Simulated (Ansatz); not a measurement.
Here is the system:

Relaxed GaP (zinc blende):

```
CELL_PARAMETERS angstrom
      0.00000     5.50603     5.50603
      2.75302     0.00000     2.75302
      2.75302     2.75302     0.00000
ATOMIC_POSITIONS crystal
  P  0.37500 0.75000 0.75000
  P  0.87500 0.75000 0.75000
  Ga 0.00000 0.00000 0.00000
  Ga 0.50000 0.00000 0.00000
```

In this cell atom 4 (Ga, nearest neighbour P at 2.384 Å; its periodic images, 3.9 Å or more away, move with it) is moved by s towards the nearest neighbour, unit vector (-0.577, -0.577, -0.577); all other atoms and the cell stay fixed.

Method: PBE (plane waves to 420 eV, PAW, scalar-relativistic; Ansatz, a first-principles code). k mesh 4×8×8 (Γ-centred), Fermi-Dirac smearing 0.05 eV. The energy includes the smearing's −TS. GaP was relaxed with its symmetry unable to fall. ΔE is measured from the undisplaced structure.

The scan covers s from -0.240 to 0.240 Å in 11 points.

**Question.** Is the energy the same for displacements of ±0.240 Å, and if not, which side lies higher?

**Answer.** Not even: the positive side lies higher at ±0.240 Å. With its periodic images moving along, the atom's site symmetry in this cell is 3m.

**Question.** What is the energy change at s = 0.240 Å?

**Answer.** 351 meV/cell.

**Question.** What force acts on the atom along the line at s = -0.240 Å?

**Answer.** 1.48 eV/Å.

**Question.** What is the force constant k = d²E/ds² of this move at s = 0?

**Answer.** 9.36 eV/Å².

(For displaced atoms, the force is minus the slope of the energy, and its curvature is a force constant, which sets phonon frequencies.)
